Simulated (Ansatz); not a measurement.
GaN:
```yaml
crystal:
  lattice:
    - [3.18260, 0.00000, 0.00000]
    - [-1.59130, 2.75621, 0.00000]
    - [0.00000, 0.00000, 5.18538]
  atoms:
    - { symbol: Ga, position: [0.66667, 0.33333, 0.00091] }
    - { symbol: Ga, position: [0.33333, 0.66667, 0.50091] }
    - { symbol: N, position: [0.66667, 0.33333, 0.62429] }
    - { symbol: N, position: [0.33333, 0.66667, 0.12429] }
```

Relaxed with PBEsol. Independent-particle spectrum: no excitons, no local fields, no scissors shift; 0.1 eV broadening; ε₁ of the summed bands alone.

Task: Tabulate the dielectric function from PBEsol (plane waves, PAW; program Ansatz).

Result: 

```
E (eV)  ε₁ xx  ε₂ xx  ε₁ zz  ε₂ zz
------  -----  -----  -----  -----
0.0      5.87   0.00   6.04   0.00
0.5      5.91   0.00   6.08   0.00
1.0      6.03   0.00   6.22   0.00
1.5      6.32   0.00   6.51   0.00
2.0      7.04   0.60   7.37   0.51
2.5      6.70   1.15   7.03   1.26
3.0      6.58   1.33   6.88   1.50
3.5      6.65   1.44   6.92   1.67
4.0      6.91   1.56   7.14   1.84
4.5      7.45   1.78   7.63   2.08
5.0      8.58   2.35   8.67   2.54
5.5      9.48   6.10  12.28   5.42
6.0      6.65   5.79   5.75   9.12
6.5      5.73   8.55   3.94   7.73
7.0      3.92   6.27   3.10   7.24
7.5      5.38   7.42   2.95   7.13
8.0      1.38   8.58  -0.70   6.81
8.5      1.65   4.90   0.85   3.60
9.0      1.09   7.28   3.10   4.29
9.5      0.49   6.66   2.89   6.12
10.0    -0.08   4.53   1.86   4.03
10.5     2.12   5.46   4.41  10.26
11.0    -0.15   7.07  -1.39   6.67
11.5    -2.11   6.67  -3.64   8.79
12.0    -3.25   4.51  -4.25   3.46
```

Task: From ε at 2.8 eV (xx: 6.61 + 1.27i), find n, k, the normal reflectivity and the absorption coefficient.

Result: n = 2.58, k = 0.246, R = 20 %, α = 2kE/ħc = 70000 cm⁻¹.

With all bands, ε∞ without local fields is 6.02 (xx = yy), 6.19 (zz). DFPT, with local fields, gives 5.84 (xx = yy), 6.03 (zz).

Space group P6_3mc (wurtzite). The PBEsol relaxation kept the symmetry of its start. Spin–orbit coupling is left out wherever it is not named.

Potentials: the later of the program's two PAW sets.
